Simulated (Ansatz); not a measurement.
The guess for NiPdC6N6 was made by a generator: cyanide-bridged rock-salt net of two metals, 0 guest cations a cell (Fm-3m, No. 225). Lengths were set from tabulated atomic sizes, so they are only a guess.

```yaml
crystal:
  lattice:
    - [0.00000, 5.11550, 5.11550]
    - [5.11550, 0.00000, 5.11550]
    - [5.11550, 5.11550, 0.00000]
  atoms:
    - { symbol: Ni, position: [0.50000, 0.50000, 0.50000] }
    - { symbol: Pd, position: [0.00000, 0.00000, 0.00000] }
    - { symbol: C, position: [0.81058, 0.18942, 0.18942] }
    - { symbol: C, position: [0.18942, 0.81058, 0.18942] }
    - { symbol: C, position: [0.18942, 0.18942, 0.81058] }
    - { symbol: C, position: [0.18942, 0.81058, 0.81058] }
    - { symbol: C, position: [0.81058, 0.18942, 0.81058] }
    - { symbol: C, position: [0.81058, 0.81058, 0.18942] }
    - { symbol: N, position: [0.69622, 0.30378, 0.30378] }
    - { symbol: N, position: [0.30378, 0.69622, 0.30378] }
    - { symbol: N, position: [0.30378, 0.30378, 0.69622] }
    - { symbol: N, position: [0.30378, 0.69622, 0.69622] }
    - { symbol: N, position: [0.69622, 0.30378, 0.69622] }
    - { symbol: N, position: [0.69622, 0.69622, 0.30378] }
```

Level of theory: DFT PBE, scalar-relativistic, plane waves, PAW (Ansatz). Cutoff 420 eV, Gaussian smearing, Γ-centred meshes. Cell and atoms relax first on a coarse mesh and then on a converged one. In between, the cell is made exact in the group found at 0.06 Å. The steps can't lower the symmetry of their start. Collinear spin, starting moments Ni 2.0 μB.

A guess keeps its type if space group and coordination stay and the shape of the cell changes little (axis ratios within about 15 %, angles within 6°); the volume may change.

Question: Does this structure survive the relaxation?

Answer: It keeps its type. The symmetry stays Fm-3m (No. 225). The volume per atom grows by 5.8 %, from 19.1 to 20.2 Å³. The shortest distance goes from 1.17 Å (C–N) to 1.16 Å (C–N). Counting neighbours within 15 % of an atom's shortest distance, the start has C 1, N 1, Ni 6, Pd 6 and the end C 1, N 1, Ni 6, Pd 6.

The last run used collinear spin, a 6×6×6 mesh for its 14-atom cell and Gaussian smearing of 0.02 eV. Another magnetic order may lie lower. Symmetry constrained the relaxation, so the result can be a saddle point.
